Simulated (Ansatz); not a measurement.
Fe2As: settings compared (Ansatz)

Run with:

```bash
ansatz run input.yaml --threads 1 --pin off --max-ram 2560MiB --backend cpu --events-out ev --progress --plain --runs-dir out
```

input.yaml:

```yaml
crystal:
  lattice:
    - [3.647959, 0.0, 0.0]
    - [0.0, 3.647959, 0.0]
    - [0.0, 0.0, 6.007516]
  atoms:
    - { symbol: Fe, position: [0.0, 0.0, 0.0] }
    - { symbol: Fe, position: [0.5, 0.5, 0.0] }
    - { symbol: Fe, position: [0.0, 0.5, 0.33] }
    - { symbol: Fe, position: [0.5, 0.0, 0.67] }
    - { symbol: As, position: [0.0, 0.5, 0.735] }
    - { symbol: As, position: [0.5, 0.0, 0.265] }
  symmetry: { tolerance: 0.0003 }
kpoints:
  mp_grid: { grid: [5, 5, 3], shift: [0, 0, 0] }
magnetization:
  spin_polarized: false
scf:
  occupations: { method: fermi_dirac, width: 0.0998 }
hamiltonian:
  pseudopotentials: { kind: paw }
  xc: r2scan
basis:
  ecutwfc: 500
output:
  forces: true
  stress: true
  eigenvalues: true
```

Origin of the cell: a database entry, scaled a little.

Output of this run (shortened):

```
SCF iter   1: F=—  HF=-27669.377797 eV  Δρ=8.03e-3  dr2=4.99e-2  dr2_τ=1.37e-1
SCF iter   2: F=—  HF=-27669.672964 eV  Δρ=3.63e-2  dr2=1.24e0  dr2_τ=1.33e-2  defer=1
SCF iter   3: F=—  HF=-27669.690538 eV  Δρ=4.47e-2  dr2=2.16e0  dr2_τ=1.97e-2  defer=1
SCF iter   4: F=—  HF=-27669.660025 eV  Δρ=2.79e-2  dr2=8.43e-1  dr2_τ=9.67e-3  defer=1
SCF iter   5: F=—  HF=-27669.645137 eV  Δρ=4.12e-3  dr2=1.60e-2  dr2_τ=4.77e-4  defer=1
[… 3 lines left out …]
SCF iter   9: F=—  HF=-27669.645626 eV  Δρ=2.12e-4  dr2=4.31e-5  dr2_τ=7.74e-7  defer=1
SCF iter  10: F=—  HF=-27669.645626 eV  Δρ=1.27e-4  dr2=1.58e-5  dr2_τ=1.97e-7  defer=1
SCF iter  11: F=—  HF=-27669.645627 eV  Δρ=6.57e-5  dr2=4.42e-6  dr2_τ=5.16e-8  defer=1
SCF iter  12: F=—  HF=-27669.645627 eV  Δρ=1.32e-5  dr2=1.46e-7  dr2_τ=2.50e-9  defer=1
SCF iter  13: F=-27669.645627 eV  HF=-27669.645627 eV  Δρ=4.41e-6  dr2=5.62e-9  dr2_τ=3.67e-10
SCF 1 converged in 13 iterations: F = -27669.645627 eV  dr2 = 5.62e-9
SCF converged after 13 iterations
Free energy (F): -27669.645627 eV
Harris-Foulkes:  -27669.645627 eV  (|F-HF|=7.65e-9)
Internal energy: -27669.226939 eV  (E = F + TS)
E sigma→0 (E₀):  -27669.436283 eV
Entropy (-TS):   -0.418688 eV (-69.781 meV/atom)
Fermi energy:    16.571838 eV
--- Per-component energies (eV) ---
  E_band       = -1357.278395
  E_kinetic    = 1616.743464
  E_local      = -12005.204205  (includes V_loc(G=0)·N_el)
  E_nonlocal   = -449.943585
  E_hartree    = 5556.790088
  E_xc         = -600.022975
  E_vxc        = -839.547140  (∫ρ·V_xc dr)
  E_paw        = -9211.601238  (= ΣΔE_a)
  E_vpaw       = -849.983066  (= ΣTr[D̂ρ^β])
  E_aug_tail   = 0.001039  (compensation charges beyond the density's cutoff)
  E_vtau       = 57.072843  (kinetic-family band-sum trace: ∫τ·v_τ [+ j·A + Jᵃ·Aᵃ] dr)
  E_ewald      = -12571.916812
  E_core_change = -4.072715  (= ΣΔE_core)
  E_smearing   = -0.418688  (= −TS)
  Σ components = -27669.645627   (vs F -27669.645627, Δ=0.00e0)
--- Forces (eV/Å), atoms counted from 1 ---
  atom   1  Fe     0.000000     0.000000    -0.000000
  atom   2  Fe     0.000000     0.000000     0.000000
  atom   3  Fe     0.000000     0.000000     0.009221
  atom   4  Fe     0.000000     0.000000    -0.009221
  atom   5  As     0.000000     0.000000     0.059290
  atom   6  As     0.000000     0.000000    -0.059290
  max |Σ_I F_I| component: 6.94e-18 eV/Å
--- Stress (GPa, compression-positive) ---
      -16.460938       0.000000       0.000000
        0.000000     -16.460938       0.000000
        0.000000       0.000000     -25.131241
  P = ⅓ Tr σ = -19.3510 GPa (-193.510 kbar)
```

The same input was run again with these changes:

1. `basis.xc_grid` default → 3
2. `hamiltonian.hubbard` default → { sites: [{ species: Fe, l: d, u_eff: 1.0 }], double_counting: amf }; `scf.convergence.dr2_threshold` default → 1.0e-05; `basis.ecutwfc` 500 → "700 eV"
3. `basis.xc_grid` default → 1; `scf.lower_state_search` default → standard
4. `crystal.symmetry` { tolerance: 0.0003 } → { detect: false }; `basis.ecutwfc` 500 → "700 eV"

| run | end | SCF iterations | P (GPa) | max force component (eV/Å) | moment (μB) | ΔE(σ→0) (meV/atom) |
| --- | --- | --- | --- | --- | --- | --- |
| base | converged | 13 | -19.35 | 0.059 | – | 0 |
| 1 | converged | 13 | -19.35 | 0.059 | – | 0.00 |
| 2 | converged | 15 | -18.56 | 0.150 | – | – |
| 3 | converged | 13 | -19.35 | 0.056 | – | -0.10 |
| 4 | converged | 19 | -19.34 | 0.060 | – | -1.58 |

Energies are compared only where functional, datasets, charge and starting cell are the same.

Not properties of the system: run 2 (too coarse or loose: `scf.convergence.dr2_threshold` = 1.0e-05).

Caveats of the base run: no spin polarisation, so a magnetic state may lie lower; the k mesh is coarse if the cell is a metal.

Run 2: the SCF threshold is loose for forces.

The base run took 11 s on 1 thread of Arm Neoverse V2 (shared host), peak memory 0.5 GiB, from the program's own first density.
